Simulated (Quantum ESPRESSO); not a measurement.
**Band energies of BeTe**

```
CELL_PARAMETERS angstrom
      0.00000     2.80338     2.80338
      2.80338     0.00000     2.80338
      2.80338     2.80338     0.00000
ATOMIC_POSITIONS crystal
  Be 0.00000 0.00000 0.00000
  Te 0.25000 0.25000 0.25000
```

PBEsol (Quantum ESPRESSO, PseudoDojo norm-conserving, 88 Ry, no spin-orbit coupling); path ΓXWKΓLUWLK,UX; energies in eV from the valence-band maximum.

```csv
k (1/Å),point,band 6,band 7,band 8,band 9,band 10,band 11,band 12,band 13
0.00,Γ,-36.25,-12.42,0.00,0.00,0.00,3.62,3.62,3.62
0.56,,-36.24,-11.67,-2.93,-1.72,-1.72,2.55,4.35,6.51
1.12,X,-36.24,-10.55,-5.18,-2.70,-2.70,1.84,2.62,9.83
1.68,W,-36.24,-10.51,-4.62,-3.79,-3.29,5.20,5.52,5.57
1.81,,-36.24,-10.53,-4.69,-3.84,-3.03,4.11,5.41,6.38
2.08,K,-36.24,-10.57,-4.81,-3.98,-2.28,2.62,5.25,7.96
2.37,,-36.24,-10.91,-4.64,-3.63,-1.52,3.44,6.09,6.64
2.97,,-36.25,-12.20,-1.60,-0.82,-0.14,3.81,3.87,4.18
3.27,Γ,-36.25,-12.42,0.00,0.00,0.00,3.62,3.62,3.62
3.48,,-36.25,-12.30,-1.12,-0.20,-0.20,3.56,3.90,3.90
4.13,,-36.24,-11.11,-5.51,-1.13,-1.13,3.10,4.60,4.60
4.24,L,-36.24,-11.05,-5.64,-1.15,-1.15,3.09,4.58,4.58
4.63,,-36.24,-10.81,-5.22,-3.02,-1.75,3.24,5.83,6.12
4.92,U,-36.24,-10.57,-4.81,-3.98,-2.28,2.62,5.25,7.96
5.22,,-36.24,-10.52,-4.67,-3.82,-3.14,4.43,5.44,6.14
5.32,W,-36.24,-10.51,-4.62,-3.79,-3.29,5.20,5.52,5.57
5.71,,-36.24,-10.80,-5.21,-2.95,-1.95,4.17,4.38,6.73
6.11,L,-36.24,-11.05,-5.64,-1.15,-1.15,3.09,4.58,4.58
6.28,,-36.24,-11.00,-5.56,-1.68,-1.30,3.48,4.51,4.92
6.71,,-36.24,-10.61,-4.82,-3.97,-2.16,2.76,5.85,7.53
6.80,K,-36.24,-10.57,-4.81,-3.98,-2.28,2.62,5.25,7.96
6.80,U,-36.24,-10.57,-4.81,-3.98,-2.28,2.62,5.25,7.96
7.19,X,-36.24,-10.55,-5.18,-2.70,-2.70,1.84,2.62,9.83
```

The PBEsol gap is indirect, 1.84 eV, from Γ to X; the smallest direct gap is 3.62 eV.

Spin-orbit coupling is left out, which matters for elements this heavy: edges can move by tenths of an eV.

Geometry relaxed with PBEsol.
